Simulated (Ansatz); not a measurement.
Relaxed SrTiO3 (cubic perovskite):

```xyz
5
Lattice="3.9365 0.0000 0.0000 0.0000 3.9365 0.0000 0.0000 0.0000 3.9365" Properties=species:S:1:pos:R:3 pbc="T T T"
Sr     0.0000     0.0000     0.0000
Ti     1.9682     1.9682     1.9682
O      0.0000     1.9682     1.9682
O      1.9682     1.9682     0.0000
O      1.9682     0.0000     1.9682
```

Method: PBE (plane waves to 420 eV, PAW, scalar-relativistic; Ansatz, a program for electronic structure). k mesh 7×7×7 (Γ-centred), Fermi-Dirac smearing 0.05 eV. SrTiO3 is run without spin polarisation. SrTiO3 was relaxed with its symmetry unable to fall. The PAW data are Ansatz's earlier set.

One atom of the cell was then moved (with its periodic images), all else fixed, and the forces (eV/Å) came out as:

| atom | Fx | Fy | Fz |
|---|---|---|---|
| Sr1 | -0.328 | -0.328 | 0.000 |
| Ti2 | 0.435 | 0.435 | 0.000 |
| O3 | -0.020 | -0.046 | 0.000 |
| O4 | -0.041 | -0.041 | 0.000 |
| O5 | -0.046 | -0.020 | 0.000 |

**Question.** Which atom was moved, and by which vector (Å)?

**Answer.** Ti2, by (-0.11, -0.11, 0.00), 0.16 Å in all.

(A displaced cell: forces are minus the slopes of the energy, force constants its curvatures, and phonons follow from these.)
